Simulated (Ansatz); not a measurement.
Collinear states of MnSn$_{3}$

All numbers below come from Ansatz 0.2.0, DFT PBEsol, scalar-relativistic, plane waves, PAW.

```
CELL_PARAMETERS angstrom
0.00000 3.59620 3.59620
3.59620 0.00000 3.59620
3.59620 3.59620 0.00000
ATOMIC_POSITIONS crystal
Sn 0.25000 0.25000 0.25000
Sn 0.75000 0.75000 0.75000
Sn 0.50000 0.50000 0.50000
Mn 0.00000 0.00000 0.00000
```

The plane-wave cutoff is 420 eV. The Γ-centred k-mesh is 10×10×10 and the occupation rule is Gaussian smearing, 0.1 eV. The list of starting moments (μB, in atom order) is 0 0 0 4 and the check for lower electronic states after the SCF is off.

All runs keep this geometry, which isn't relaxed for the lowest state (largest force there 0.000 eV/Å, pressure -0.6 GPa; forces reach 0.03 eV/Å in another state) and needn't be a stable compound; relaxing each order would shift the differences by some 25 meV/atom, going by the pressures and a bulk modulus of about 150 GPa. A propagation vector, in units of the reciprocal vectors, doubles the cell, which takes an equally dense mesh. The large starts are 0 0 0 5 μB. The small starts are 0 0 0 0.5 μB. Site moments are spin moments in atom-centred spheres that scale with the neighbour distance. The states are those that the runs reached from these starts; a lower one can exist.

| start | ends | energy above lowest (meV/atom) | site moments (μB) | gap on mesh (eV) | P (GPa) |
| --- | --- | --- | --- | --- | --- |
| no spin | non-magnetic | 377 | none over 0.05 | metal | -7.2 |
| ferromagnetic | ferromagnetic | 26.6 | Sn -0.07 (×2), Mn +3.98 | metal | 0.0 |
| large parallel starting moments | ferromagnetic | 26.6 | Sn -0.07 (×2), Mn +3.98 | metal | 0.0 |
| antiferromagnetic, doubled cell, propagation vector (0, 0, 1/2) | antiferromagnetic | 7.99 | Mn +3.97, Mn -3.97 | metal | -0.5 |
| antiferromagnetic, doubled cell, propagation vector (0, 1/2, 1/2) | antiferromagnetic | 0.00 | Mn +3.98, Mn -3.98 | metal | -0.6 |
| small parallel starting moments | ferromagnetic | 26.6 | Sn -0.07 (×2), Mn +3.98 | metal | 0.0 |

Cost: 6 runs of about 6.8 core-minutes in all, on Intel Xeon Platinum 8375C (Ice Lake) (shared hosts).